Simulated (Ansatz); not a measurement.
Relaxed-ion elastic tensor of In (diamond, space group No. 227) in GPa (Voigt order), PBEsol (plane waves, PAW; program Ansatz); density 5.39 g/cm³, 35.38 Å³ per atom.

```csv
,1,2,3,4,5,6
1,19.7,31.8,31.8,0.0,0.0,0.0
2,31.8,19.7,31.8,0.0,0.0,0.0
3,31.8,31.8,19.7,0.0,0.0,0.0
4,0.0,0.0,0.0,-14.4,0.0,0.0
5,0.0,0.0,0.0,0.0,-14.4,0.0
6,0.0,0.0,0.0,0.0,0.0,-14.4
```

Is the crystal mechanically stable?

No: the smallest eigenvalue of C is -14.4 GPa.

Space group Fd-3m (diamond). The start of the workflow was typed in or built on a structure type; neither database checked (COD, Materials Project) lists it. It is not the phase usual at ambient conditions (space group No. 139). The cell was relaxed with PBEsol under the symmetry of its start. At this level the phase is mechanically unstable. The volume moved by -16 % from the start of the relaxation. As this level gives no gap, shear constants depend on the k-mesh and smearing (Fermi–Dirac, 0.1 eV here).

Potentials: the earlier of the program's two PAW sets. The files were generated under PBE; for other functionals the program regenerates the frozen cores, and for LDA and PBEsol the local potential too.
